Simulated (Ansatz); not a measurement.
**LiH (rock salt), scan of one atom of the cell**

Starting cell, LiH (rock salt):

```
LiH
1.0
    0.00000     2.00356     2.00356
    2.00356     0.00000     2.00356
    2.00356     2.00356     0.00000
H Li
1 1
Cartesian
  0.00000   0.00000   0.00000
  2.00356   2.00356   2.00356
```

In this cell atom 1 (H, nearest neighbour Li at 2.004 Å; its periodic images, 2.8 Å or more away, move with it) is moved by s along Cartesian z, unit vector (0.000, 0.000, 1.000); all other atoms and the cell stay fixed.

Level of theory: PBE (plane waves to 420 eV, PAW, scalar-relativistic; Ansatz, a quantum-chemistry and plane-wave program). k mesh 11×11×11 (Γ-centred), Fermi-Dirac smearing 0.05 eV. Energies are smeared free energies. Stress and pressure are positive under compression. F∥ is the force on the atom along that direction. LiH was relaxed with its symmetry unable to fall. The zero of ΔE is the undisplaced structure.

```
s (Å)   ΔE (eV/cell)  F∥ (eV/Å)  P (GPa)
------  ------------  ---------  -------
-0.200        0.0256      0.289     0.65
-0.160        0.0156      0.212     0.41
-0.120        0.0084      0.148     0.22
-0.080        0.0036      0.093     0.10
-0.040        0.0009      0.045     0.02
0.000         0.0000      0.000     0.00
0.040         0.0009     -0.045     0.02
0.080         0.0036     -0.093     0.10
0.120         0.0084     -0.148     0.22
0.160         0.0156     -0.212     0.41
0.200         0.0256     -0.289     0.65
```

What the scan shows:

The energy at s = 0.200 Å is 25.6 meV/cell, the force along the line at s = -0.200 Å is 0.289 eV/Å and the force constant k = d²E/ds² at s = 0 (finite differences) comes out as 1.11 eV/Å². The zone-centre optical wavenumber from k (transverse: no LO-TO term) comes out as 585 cm⁻¹. Symmetry of the curve: even: the same for both signs. Shape of the curve: a single well with its minimum at or next to zero displacement. Harmonic estimate at the end of the scan: ½ks² = 22.1 meV/cell against the computed 25.6 meV/cell, so the well is stiffer than harmonic there.

The 11 points together took around 19 core-seconds (rough).

(For displaced atoms, the force is minus the slope of the energy, and its curvature is a force constant, which sets phonon frequencies.)
